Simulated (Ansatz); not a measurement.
Input and command of a calculation in Ansatz (plane waves; scalar-relativistic PAW potentials unless the input names others):

```yaml
crystal:
  lattice:
    - [2.6824539841, 0.0, 0.0]
    - [0.0, 2.6824539841, 0.0]
    - [0.0, 0.0, 2.6824539841]
  atoms:
    - { symbol: Be, position: [0.0, 0.0, 0.0] }
basis:
  ecutwfc: "22.0 Ry"
kpoints:
  mp_grid: { grid: [16, 16, 16] }
hamiltonian:
  xc: pbesol
scf:
  occupations: { method: cold, width: 0.001 }
  convergence: { dr2_threshold: 1.0e-11 }
output:
  forces: true
  eigenvalues: true
  stress: true
```

```bash
ansatz run input.yaml --threads 1 --pin off --max-ram 1331MiB --backend cpu --events-out ev --progress --plain --runs-dir out
```

Abridged log:
```
Warning: basis.ecutwfc = 299.32524870 eV is below the records' recommended 420 eV, and the density's cutoff is lower with it unless basis.ecutrho_ratio is high enough to keep the records' density cutoff: compare with a run at a higher cutoff
Basis set: ecut = 299.32524870 eV, 251 PW (Γ), exchange–correlation on 32×32×32 points (8 copies of the dense FFT grid, shifted against one another)
Bands: 5, of which v1, the nominal top of the filled ones, is band 1 counted from 1 (0 counted from 0)
Symmetry: 48 space group operations
k-points: 165 of 4096
SCF iter   1: F=—  HF=-88.580664 eV  |F-HF|=—  |Δ(HF+E_count)|=         —  Δρ=8.90e-4  dr2=6.88e-5  ethr=1.77e-3  ⟨swp⟩=5.6  Hψ=8590  notcnv=0
SCF iter   2: F=—  HF=-88.580978 eV  |F-HF|=—  |Δ(HF+E_count)|=   3.14e-4  S|Δr|=    0.00e0  Δρ=4.53e-4  dr2=1.74e-5  ethr=3.44e-6  ⟨swp⟩=2.3  Hψ=2810  notcnv=0
SCF iter   3: F=—  HF=-88.581002 eV  |F-HF|=—  |Δ(HF+E_count)|=   2.34e-5  S|Δr|=    0.00e0  Δρ=9.53e-6  dr2=1.83e-8  ethr=8.68e-7  ⟨swp⟩=2.8  Hψ=1922  notcnv=0
SCF iter   4: F=—  HF=-88.581002 eV  |F-HF|=—  |Δ(HF+E_count)|=   1.72e-8  S|Δr|=    0.00e0  Δρ=1.16e-6  dr2=1.63e-10  ethr=9.15e-10  ⟨swp⟩=1.6  Hψ=1221  notcnv=0
SCF iter   5: F=-88.581002 eV  HF=-88.581002 eV  |F-HF|=1.49e-12  |Δ(HF+E_count)|=  1.68e-10  S|Δr|=    0.00e0  Δρ=8.34e-8  dr2=4.62e-13  ethr=1.00e-12  ⟨swp⟩=4.1  Hψ=1780  notcnv=0
SCF 1 converged in 5 iterations: F = -88.581002 eV  dr2 = 4.62e-13
SCF converged after 5 iterations
Stability not checked: this state was not tested for a lower state beside it, because cold or Methfessel-Paxton smearing, or corrected tetrahedra, fill the levels in a way that the test cannot read (fill_not_monotonic; see scf.lower_state_search)
Free energy (F): -88.581002 eV
Harris-Foulkes:  -88.581002 eV  (|F-HF|=1.49e-12)
Internal energy: -88.580998 eV  (E = F + TS)
E sigma→0 (E₀):  -88.581000 eV
Entropy (-TS):   -0.000004 eV (-0.004 meV/atom)
Fermi energy:    1.486614 eV
--- Forces (eV/Å), atoms counted from 1 ---
  atom   1  Be     0.00000000     0.00000000     0.00000000
--- Stress (GPa, compression-positive) ---
      -15.990295       0.000000       0.000000
        0.000000     -15.990295       0.000000
        0.000000       0.000000     -15.990295
  P = ⅓ Tr σ = -15.9903 GPa (-159.903 kbar)
```

Apart from outputs and empty bands, the input differs from a reference run on usual settings in basis.ecutwfc: 420 → "22.0 Ry"; scf.convergence.dr2_threshold: not typed → 1e-11; scf.occupations.method: "gaussian" → "cold"; scf.occupations.width: 0.1 → 0.001. The reference, at the same geometry (not necessarily relaxed), gave pressure -16.08 GPa, largest force 0.000 eV/Å, no gap on the mesh. This run converged in 5 SCF iterations (reference: 6) with an energy at zero smearing 5.41 meV/atom above the reference's, pressure -15.99 GPa, largest force 0.000 eV/Å, no gap on the mesh. Its k mesh, for so narrow a smearing in a metal, and cutoff are looser than usual, and the result moved.